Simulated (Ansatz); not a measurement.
CsLiWO4:
Space group I-4 (No. 82); a = 5.9002 Å, b = 5.9002 Å, c = 8.1598 Å, α = 90.00°, β = 90.00°, γ = 90.00°

| atom | site | symmetry | x | y | z |
|---|---|---|---|---|---|
| Cs | 2a | -4.. | 0.0000 | 0.0000 | 0.0000 |
| Li | 2c | -4.. | 0.0000 | 0.5000 | 0.2500 |
| W | 2b | -4.. | 0.0000 | 0.0000 | 0.5000 |
| O | 8g | 1 | 0.0745 | 0.2351 | 0.3742 |
(The calculation used a cell of 7 atoms; values per cell refer to that cell.)

Relaxed with PBEsol. PBEsol in the plane-wave PAW code Ansatz gives a gap of 4.85 eV.

**Question.** What gap does HSE06 give on the same cell (Ansatz, PAW)?

**Answer.** 6.34 eV, 1.49 eV more. The hybrid was solved on a coarser mesh and at special points; its gap is the smallest among all of these.

```csv
k,v1 PBEsol,c1 PBEsol,v1 HSE06,c1 HSE06
Γ,0.00,4.85,0.00,6.34
M,-0.27,5.12,-0.28,6.70
X,-0.22,5.31,?,?
P,-0.23,5.50,?,?
N,-0.06,5.43,-0.07,7.02
S0,-0.24,5.29,?,?
R,-0.19,5.35,?,?
```

**Question.** Top valence (v1) and lowest conduction level (c1) in eV from each method's valence maximum (which need not be a listed point): supply the withheld HSE06 values.

**Answer.** 
- S0, v1 HSE06: -0.26
- S0, c1 HSE06: 6.87
- P, v1 HSE06: -0.25
- P, c1 HSE06: 7.09
- X, v1 HSE06: -0.24
- X, c1 HSE06: 6.89
- R, v1 HSE06: -0.20
- R, c1 HSE06: 6.93

Cost on shared cores: the PBEsol run (SCF on a 7×7×7 mesh, then bands and DOS) very roughly 3 core-minutes, the HSE06 run (SCF on 4×4×4, then a few points) about 8 core-minutes (a rough figure); the tasks are unlike.

The workflow started from a Materials Project entry (that database holds measured and hypothetical structures alike); the Crystallography Open Database copy checked does not list it. Its standing as an ambient phase is unchecked. The PBEsol relaxation kept the symmetry of its start; its stability against distortions is not shown here. No spin polarisation was allowed. No Hubbard U is applied. Spin–orbit coupling is left out wherever it is not named.

Potentials: the later of the program's two PAW sets.
